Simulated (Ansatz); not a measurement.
Space group Pmmn:1 (No. 59). a = 3.215 Å, b = 3.975 Å, c = 7.956 Å, α = 90.00°, β = 90.00°, γ = 90.00°
| atom | site | symmetry | x | y | z |
| --- | --- | --- | --- | --- | --- |
| Ti | 2b | mm2 | 0.0000 | 0.5000 | 0.0852 |
| Cl | 2a | mm2 | 0.5000 | 0.5000 | 0.3085 |
| O | 2a | mm2 | 0.5000 | 0.5000 | 0.9240 |

Equation of state of this TiClO structure (not necessarily the ground state), with shape and atoms relaxed at each volume where symmetry leaves them free. It has no gap at any of these volumes. Method: DFT PBEsol, scalar-relativistic, plane waves, PAW in Ansatz.

Settings: cutoff 420 eV, Γ-centred mesh 12×10×6 on the computed 6-atom cell, Gaussian smearing of 0.10 eV; no spin polarisation.

| V (Å³/atom) | E − E(largest V) (meV/atom) | P (GPa) |
| --- | --- | --- |
| 15.931 | 1.30 | 0.74 |
| 16.439 | -0.09 | 0.27 |
| 16.948 | -0.42 | 0.00 |
| 17.456 | -0.28 | -0.15 |
| 17.965 | 0.00 | -0.17 |

Q: Fit a third-order Birch–Murnaghan equation to E(V).

A: V0 = 16.96 Å³/atom, B0 = 5 GPa, B0' = 30.6. B0' is unusual or poorly fixed by this range.

The cell holds layers, and where no dispersion correction was added their binding is poorly described. Spin polarisation was left out, and a magnetic state may lie lower.

Cost: 5 runs of about 13 core-minutes in all, on Intel Xeon Platinum 8488C (Sapphire Rapids) (shared hosts).